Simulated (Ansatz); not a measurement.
Level of theory: DFT PBE, scalar-relativistic, plane waves, PAW, and for the lanthanide a 4f-in-core norm-conserving potential, in Ansatz 0.2.0. Settings: cutoff 690 eV, Γ-centred meshes spaced at most about 0.3 Å⁻¹, and about 0.25 Å⁻¹ or finer for metals (2π included), Gaussian smearing. No spin polarisation in the final relaxations.

These are static total energies at zero pressure.

Compare these two cells of NaTbC, each relaxed at this level.

1. Space group P4/mmm (No. 123), tetragonal, a = 3.946 Å, c = 4.500 Å. Na is surrounded by 4 C at 2.79 Å and 8 Tb at 3.58 Å; Tb is surrounded by 2 C at 2.25 Å, 8 Na at 3.58 Å and 4 Tb at 3.95 Å; C has 2 Tb at 2.25 Å and 4 Na at 2.79 Å.

2. Space group P-6m2 (No. 187), hexagonal, a = 3.993 Å, c = 5.414 Å. Na has 6 C at 3.56 Å, 6 Tb at 3.56 Å and 6 Na at 3.99 Å; Tb is surrounded by 3 C at 2.31 Å, 6 Na at 3.56 Å and 6 Tb at 3.99 Å; C is surrounded by 3 Tb at 2.31 Å and 6 Na at 3.56 Å.

**Question.** Which form is favoured at zero pressure, and by what margin per atom?

**Answer.** Cell 2 is lower, by 0.36 eV/atom. Cell 1 has space group P4/mmm (No. 123), 23.4 Å³/atom and no gap on its mesh; cell 2 has space group P-6m2 (No. 187), 24.9 Å³/atom and no gap. Counting C atoms around Na and Tb (those within 1.25 times the shortest such distance or 1.15 times the sum of covalent radii; the shortest distance is added where it is long for a bond), cell 1 has Na 4, Tb 2 and cell 2 has Na 6 from 3.6 Å, Tb 3. The lower one is the more open, so pressure narrows the difference. Even the lower one lies +0.55 eV/atom against the reference forms of the elements (uncorrected), so neither is stable at this level. Both come from invented guesses. A third cell relaxed alike, in P6_3/mmc, lies 201 meV/atom below the lower of the two.

Cells relaxed within their symmetry can be saddle points.

The lanthanide is trivalent by construction, without f bands, f moments or other valences.
